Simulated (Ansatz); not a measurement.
PbS:
```yaml
crystal:
  lattice:
    - [-2.06692, 2.06692, 2.92087]
    - [2.06692, -2.06692, 2.92087]
    - [2.06692, 2.06692, -2.92087]
  atoms:
    - { symbol: Pb, position: [0.00000, 0.00000, 0.00000] }
    - { symbol: S, position: [0.50000, 0.50000, 0.00000] }
```

This is the LDA-relaxed structure.

Problem. All from plane-wave PAW LDA (Ansatz code), unless another level is named. Give the formation energy from the elements (no fitted shifts).

Solution. -0.55 eV/atom.

Problem. What about the band gap?

Solution. 0.07 eV (direct).

Problem. And the valence-band maximum?

Solution. at N.

Space group Fm-3m (rock salt). The LDA relaxation kept the symmetry of its start. At this level the phase is dynamically unstable (imaginary phonons). The references are the lowest solids computed at this level, not always the standard phases. Scalar-relativistic: spin–orbit coupling is off unless named, which matters more the heavier the elements.

Potentials: the earlier of the program's two PAW sets.
